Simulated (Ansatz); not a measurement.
A relaxation computed with Ansatz, from input to last step.

```yaml
crystal:
  lattice:
    - [4.0821045724, 0.0, 0.0]
    - [0.0, 4.0821045724, 0.0]
    - [0.0, 0.0, 4.0821045724]
  atoms:
    - { symbol: Hf, position: [0.0, 0.0, 0.0] }
    - { symbol: Ta, position: [0.0, 0.5, 0.5] }
    - { symbol: Ta, position: [0.5, 0.0, 0.5] }
    - { symbol: Ta, position: [0.5, 0.5, 0.0] }
basis:
  ecutwfc: 420
kpoints:
  mp_grid: { grid: [4, 4, 4] }
hamiltonian:
  xc: pbe
scf:
  occupations: { method: gaussian, width: 0.1 }
  lower_state_search: "off"
output:
  forces: true
  stress: true
  eigenvalues: true
relax:
  adjacent_minimum: "off"
  f_tol: 0.04
  max_steps: 70
  cell: { stress_tol: 0.4 }
```

```bash
ansatz run input.yaml --threads 1 --pin off --max-ram 2560MiB --backend cpu --events-out ev --progress --plain --runs-dir out
```

Theory: DFT PBE, scalar-relativistic, plane waves, PAW (Ansatz 0.2.0).

Of 4 frames 4 are shown, positions in Å and forces in eV/Å; the SCF threshold varies from step to step. Steps run on the plane waves of an earlier cell, with a Pulay correction in the pressure. The basis is chosen afresh for the last frame, the zero of the energies, and at times for earlier ones too; energy and pressure step there, also at an unchanged geometry.

```xyz
4
Lattice="4.0821 0.0000 0.0000 0.0000 4.0821 0.0000 0.0000 0.0000 4.0821" Properties=species:S:1:pos:R:3:forces:R:3 pbc="T T T" step=1 free_energy_over_end_meV_per_atom=234.79 pressure_GPa=29.94
Hf    0.0000    0.0000    0.0000    0.0000    0.0000    0.0000
Ta    0.0000    2.0411    2.0411    0.0000    0.0000    0.0000
Ta    2.0411    0.0000    2.0411    0.0000    0.0000    0.0000
Ta    2.0411    2.0411    0.0000    0.0000    0.0000    0.0000
4
Lattice="4.2811 0.0000 0.0000 0.0000 4.2811 0.0000 0.0000 0.0000 4.2811" Properties=species:S:1:pos:R:3:forces:R:3 pbc="T T T" step=2 free_energy_over_end_meV_per_atom=2.12 pressure_GPa=1.15
Hf    0.0000    0.0000    0.0000    0.0000    0.0000    0.0000
Ta    0.0000    2.1406    2.1406    0.0000    0.0000    0.0000
Ta    2.1406    0.0000    2.1406    0.0000    0.0000    0.0000
Ta    2.1406    2.1406    0.0000    0.0000    0.0000    0.0000
4
Lattice="4.2899 0.0000 0.0000 0.0000 4.2899 0.0000 0.0000 0.0000 4.2899" Properties=species:S:1:pos:R:3:forces:R:3 pbc="T T T" step=3 free_energy_over_end_meV_per_atom=1.68 pressure_GPa=0.14
Hf    0.0000    0.0000    0.0000    0.0000    0.0000    0.0000
Ta    0.0000    2.1449    2.1449    0.0000    0.0000    0.0000
Ta    2.1449    0.0000    2.1449    0.0000    0.0000    0.0000
Ta    2.1449    2.1449    0.0000    0.0000    0.0000    0.0000
4
Lattice="4.2899 0.0000 0.0000 0.0000 4.2899 0.0000 0.0000 0.0000 4.2899" Properties=species:S:1:pos:R:3:forces:R:3 pbc="T T T" step=4 free_energy_over_end_meV_per_atom=0.00 pressure_GPa=0.20
Hf    0.0000    0.0000    0.0000    0.0000    0.0000    0.0000
Ta    0.0000    2.1449    2.1449    0.0000    0.0000    0.0000
Ta    2.1449    0.0000    2.1449    0.0000    0.0000    0.0000
Ta    2.1449    2.1449    0.0000    0.0000    0.0000    0.0000
```

The start puts this composition into another compound's structure type, which needn't suit it. At the end the space group is Pm-3m (tolerance 0.05 Å).

The run took 8.7 s on 1 thread of Arm Neoverse V1, with other jobs on the host, peak memory 0.35 GiB.

The k mesh is coarse. Spin–orbit coupling is left out, which can shift energies with elements as heavy as these.